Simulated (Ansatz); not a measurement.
HfSi (CsCl type, space group No. 221), a = b = c = 3.2507 Å, α = β = γ = 90.00°.

Relaxed with PBEsol.

Question: Decompose the optical modes at the zone centre into irreducible representations, and say which are infrared and Raman allowed.

Answer: Point group m-3m: Γ_opt = T1u. Infrared: T1u. Raman: none.

Question: Assign frequencies (DFPT, DFT-PBEsol in the program Ansatz with PAW potentials).

Answer: T1u 224 cm⁻¹.

Space group Pm-3m (CsCl type). A made-up cell: these elements were put on the sites of a structure type; neither database checked (COD, Materials Project) lists it. COD files the formula under space group No. 62. Its standing as an ambient phase is unchecked. The PBEsol relaxation kept the symmetry of its start. At this level the phase is mechanically unstable. The run is not spin-polarised. As this level gives no gap, phonon frequencies hold no LO–TO term and depend on the k-mesh and smearing (Fermi–Dirac, 0.1 eV here). Spin–orbit coupling is left out wherever it is not named.

Potentials: the earlier of the program's two PAW sets. The files were generated under PBE; for other functionals the program regenerates the frozen cores, and for LDA and PBEsol the local potential too.
